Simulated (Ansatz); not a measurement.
Consider a crystal of LaTaO in space group P4/mmm (No. 123), with La on 2f; Ta on 2g; O on 2g.

The calculation used DFT PBE, scalar-relativistic, plane waves, PAW in Ansatz 0.2.0. Cutoff 420 eV, Γ-centred mesh, Gaussian smearing, no spin polarisation.

Formation energies are uncorrected and refer to the elements' standard structures at the same level (O₂ as a molecule).

Task: Predict the relaxed structure.

Result:

Space group P4/mmm (No. 123). a = 4.448 Å, b = 4.448 Å, c = 8.619 Å, α = 90.00°, β = 90.00°, γ = 90.00°
```
atom  site  symmetry       x       y       z
  La    2f      mmm.  0.0000  0.5000  0.0000
  Ta    2g       4mm  0.0000  0.0000  0.6294
   O    2g       4mm  0.0000  0.0000  0.1439
```

Around La lie 4 O at 2.55 Å, 4 La at 3.15 Å, 4 Ta at 3.89 Å and 4 La at 4.45 Å; around Ta lie 1 O at 1.95 Å, 1 Ta at 2.23 Å and 4 La at 3.89 Å; O has 1 Ta at 1.95 Å, 1 O at 2.48 Å and 4 La at 2.55 Å. Another local minimum with the same sites may exist.

Task: And its energy and gap?

Result: The formation energy is −0.01 eV/atom and the gap on the 8×8×6 mesh of the 6-atom cell is 0 eV (a metal). The formation energy is too near zero to say whether this cell lies below the elements.

The last run used Gaussian smearing of 0.10 eV. The k mesh leaves some 4 meV/atom of noise in the energy of each metallic cell. Spin–orbit coupling, which can matter for Ta, is left out. A structure relaxed within its symmetry needn't be a true minimum. Another cell of LaTaO relaxed alike but with spin, in P4/nmm, lies 1.33 eV/atom lower, so this cell isn't the stable form at this level.
